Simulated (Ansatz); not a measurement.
## CePt₃Si

Method: PBE+U (U_eff = 5 eV on Ce 4f), scalar-relativistic; collinear spin; PAW, 420 eV, Γ-centred 6×6×6 mesh, 0.05 eV Gaussian smearing; code Ansatz; PAW files: Ansatz's generated set soft_2.

```
CELL_PARAMETERS angstrom
4.13801 0.00000 0.00000
0.00000 4.13801 0.00000
0.00000 0.00000 5.51646
ATOMIC_POSITIONS crystal
Ce 0.50000 0.50000 0.73677
Pt 0.50000 0.00000 0.23395
Pt 0.00000 0.50000 0.23395
Pt 0.00000 0.00000 0.58763
Si 0.00000 0.00000 0.00809
```

The chain of runs began from a structure of the Materials Project database, expanded in volume; all values here are this work's own. Such entries can be computed or ordered models and not known phases.

Magnetic state: ferromagnetic, site spin moments Ce 0.99 μB.

Cell and atoms are those of this level's equilibrium.

Path: Γ–X–M–Γ–Z–R–A–Z | X–R | M–A, with Γ = (0.000, 0.000, 0.000), X = (0.000, 0.500, 0.000), M = (0.500, 0.500, 0.000), Z = (0.000, 0.000, 0.500), R = (0.000, 0.500, 0.500), A = (0.500, 0.500, 0.500) in reciprocal vectors of the calculation's cell.

Question: Is it a metal or an insulator, and if it has a gap, where are the band edges on this path?

Answer: A metal: bands cross the Fermi level.

Bands as a text map, energy in eV from the Fermi level (dashes), each leg drawn with the same width, + spin up, o spin down, # both:
```
  5.57 |    oo  ###o###   +       ##o########  +  +  ####o       #####o  #+
  5.14 |######## ###+  ##o #####oooo###++#  #   #ooo#   ######        ###oo
  4.71 |###   #oo    ooo +###############o#  ooo##########oooo##   ooo##+##
  4.29 |#o#oooo###oo####oo#o###o##o#+##oo#######oooo###+#+#############o##o
  3.86 |oo #####+#########o# oooo##ooo#####o  o###+##  ##o###oo+ooo##+    +
  3.43 |######ooooooooooo########oooooo########oooooo###ooooo######oooooooo
  3.00 |++###++++############++#####+########++++++++##+#++++#########+++++
  2.57 |+++######++ ++++++##+++++++++++####+##+++++++###++###+++#++++++++++
  2.14 |  ###    #        #+             #   o#o    o          #           
  1.71 |##   #    ##     #  ##########o #####+ +o   +  o##    # ###        
  1.29 |      #   #o#   ##            ##+    ## +  # o#+      ##           
  0.86 |   #o  ###o+#####        oo#####      ####o##+ #######     ####oooo
  0.43 | ## +###+ +#     #### o##++  +  #      #  #  #### ####         +++#
  0.00 |##---######o#o-##o--##+---#####--o------##-##-##+##+--#---------##-
 -0.43 |# # #      ++##+ +## ########    +      ######   #     #   ########
 -0.86 | # #          #  ####   #    ###  #   o# # ##   #       #  ###     
 -1.29 |+## #######  # ##   #+##        #  ###+##      #  ####   ##        
 -1.71 |#####      #####++############## ####### ### ## ##    #############
 -2.14 |o###+########o ######oooo#+++++#################++######### ooooo##
 -2.57 |###########++######################################################
 -3.00 |####++###################++######  ############+#####+  ###########
 -3.43 |##########o###### #################################################
 -3.86 |    ###############       ####  o############## ############o  ####
 -4.29 |#######################       ##################  #################
 -4.71 |   #########    ####   ####################################  +#####
 -5.14 |############     ########+############        #####o ######        
 -5.57 |##########  #################   +#    #########+ ####      ########
 -6.00 |o###########o   # ###o            ###        #    #########        
        Γ      X      M      Γ      Z      R      A      ZX       RM      A
```

With a Hubbard U or exact exchange the result depends on the state in which the open shell ends, and a lower one can't be excluded. These numbers lack spin–orbit coupling. Site moments are of spin, integrated over atomic spheres. Outside insulating oxides and halides a U of this size tends to overlocalise the f electrons and swell the cell by several per cent or more; the magnetism that it makes in a metal isn't a prediction either. Only parallel moments were tried, so the real magnetic order may be another.

A lower state of the open shells can't be excluded, and forces and pressures are less sure for it.
